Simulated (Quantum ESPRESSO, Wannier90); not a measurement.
Wannierisation of BP (zinc blende)

Cell from Materials Project (mp-1479), symmetrised, no further relaxation. COD (Crystallography Open Database) has an entry of this formula and space group (matched by these alone). Level: PBEsol, no spin polarisation, no spin-orbit coupling; pw.x of Quantum ESPRESSO at 61 Ry with PseudoDojo potentials, 12×12×12 k-points, Wannier90. Density: 12×12×12 mesh, cold smearing 0.01 Ry.

The plane-wave run has 15 bands and 8 electrons a cell. On the energy scale of pw.x, whose zero is arbitrary, the valence-band maximum lies at 9.26 eV.

Input w.win, without the blocks of cell, atoms and k-points (1728 lines):

```
num_bands = 15
num_wann = 8
num_iter = 800
conv_tol = 1.0e-6
conv_window = 4
dis_num_iter = 1000
dis_conv_tol = 1.0e-6
dis_froz_max = 11.89
write_hr = true
write_u_matrices = true
begin projections
B: s;p
P: s;p
end projections
mp_grid = 13 12 12
```

Question: Check the input against the numbers above: what is wrong, and how is it mended?

Answer: wannier90.x -pp stops with:
```
Error: Wrong number of lines in block kpoints
```
The product of the three numbers of mp_grid differs from the number of lines in the kpoints block. Mended as below, all else unchanged, the run goes through (Ω_I = 7.2 Å²) and follows the plane-wave bands to 15 meV rms (states up to 2.1 eV relative to the valence-band maximum).
```
mp_grid = 12 12 12
```
